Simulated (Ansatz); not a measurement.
Input:

GaAs:
```cif
data_As4Ga4
_chemical_formula_sum 'Ga4 As4'
_space_group_name_H-M_alt 'P 1'
_space_group_IT_number 1
_cell_length_a 6.92161
_cell_length_b 6.92161
_cell_length_c 4.00958
_cell_angle_alpha 90.000
_cell_angle_beta 90.000
_cell_angle_gamma 90.000
loop_
_space_group_symop_operation_xyz
  'x, y, z'
loop_
_atom_site_label
_atom_site_type_symbol
_atom_site_fract_x
_atom_site_fract_y
_atom_site_fract_z
_atom_site_occupancy
Ga1 Ga 0.32439 0.67561 0.00000 1
Ga2 Ga 0.67561 0.32439 0.00000 1
Ga3 Ga 0.82439 0.82439 0.50000 1
Ga4 Ga 0.17561 0.17561 0.50000 1
As1 As 0.31720 0.31720 0.00000 1
As2 As 0.68280 0.68280 0.00000 1
As3 As 0.18280 0.81720 0.50000 1
As4 As 0.81720 0.18280 0.50000 1
```

This is the r²SCAN-relaxed structure.

Task: All from plane-wave PAW r²SCAN (Ansatz code), unless another level is named. Give the gap with spin–orbit coupling.

Result: 0.90 eV.

Task: Next, the band gap?

Result: 1.00 eV (indirect).

Task: And the weight of the conduction-edge state by species (Voronoi cells)?

Result: Ga 58 %, As 42 %.

Task: What about the valence-band maximum?

Result: on the M–Γ line, 92 % of the way from M.

Task: Give the weight of the valence-edge state by species (Voronoi cells).

Result: As 77 %, Ga 23 %.

Space group P4_2/mnm. The start of the workflow was typed in or built on a structure type; neither database checked (COD, Materials Project) lists it. It is not the phase usual at ambient conditions (space group No. 216). The cell was relaxed with r²SCAN under the symmetry of its start; its stability against distortions is not shown here. The volume moved by 17 % from the start of the relaxation. Scalar-relativistic: spin–orbit coupling is off unless named, which matters more the heavier the elements.

Potentials: the later of the program's two PAW sets.
